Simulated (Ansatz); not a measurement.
K:
```
CELL_PARAMETERS angstrom
      2.38338    -4.12649     0.00000
      2.38338     4.12649     0.00000
      0.00000     0.00000     7.71783
ATOMIC_POSITIONS crystal
  K  0.83321 0.16679 0.25000
  K  0.16679 0.83321 0.75000
```

Relaxed with r²SCAN+D4. Special points in fractions of this cell's reciprocal vectors: Γ (0.000, 0.000, 0.000); Y (-0.500, 0.500, 0.000); C0 (-0.333, 0.667, 0.000); Σ0 (0.333, 0.333, 0.000); Z (0.000, 0.000, 0.500); A0 (0.333, 0.333, 0.500); E0 (-0.333, 0.667, 0.500); T (-0.500, 0.500, 0.500); S (0.000, 0.500, 0.000); R (0.000, 0.500, 0.500).

Task: List the band energies nearest the Fermi level at these points for DFT-r²SCAN+D4 in the program Ansatz with PAW potentials.

Result: In eV from the Fermi level; about four levels below and three above (degenerate sets whole), none deeper than 8.9 eV; … stands for higher levels left out; points with the same levels are listed once.

```
k         below                above
--  -----------  -------------------
Γ         -2.25  0.49 0.52 4.47 4.48
Y             –       0.19 0.21 1.78
C0            –       0.76 0.93 0.93
Z   -1.49 -1.49          3.04 3.04 …
A0            –  1.24 1.24 1.36 1.36
T             –  0.72 0.72 0.88 0.88
R             –  0.71 0.71 0.88 0.88
```

Space group P6_3/mmc (hcp (Mg type)). The workflow started from a Materials Project entry (that database holds measured and hypothetical structures alike); the Crystallography Open Database copy checked does not list it. It is not the phase usual at ambient conditions (space group No. 229). Symmetry was held in the r²SCAN+D4 relaxation; its stability against distortions is not shown here. The pairwise dispersion correction was not fitted to metals. Point labels and valley counts follow the cell and symmetry of the run, lower than the named group.

Potentials: the later of the program's two PAW sets.
